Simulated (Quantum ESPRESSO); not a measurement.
```
CELL_PARAMETERS angstrom
      3.89853     0.00000     0.00000
      0.00000     3.89853     0.00000
      0.00000     0.00000    15.30000
ATOMIC_POSITIONS crystal
  O  0.00000 0.50000 0.00000
  O  0.50000 0.00000 0.00000
  Sn 0.00000 0.00000 0.07396
  Sn 0.50000 0.50000 0.92604
```

The PBEsol cell relaxed from Materials Project entry mp-2097 was given a biaxial strain of +3 % in the plane, and the atoms were relaxed again, with the Coulomb interaction truncated along z.

### Question
What does norm-conserving PBE (stringent potentials; Quantum ESPRESSO, 102 Ry, scalar-relativistic) give for the electronic structure near the Fermi level?

### Answer
The PBE gap is 2.73 eV and nearly direct: the edges lie at 73 % of the way from M to Γ and Γ, the smallest direct gap within 0.02 eV of it. The valence-band maximum lies 5.26 eV below the vacuum level. Spin-orbit splittings are left out.

This is a model layer cut from the bulk structure; whether it is stable on its own was not checked.
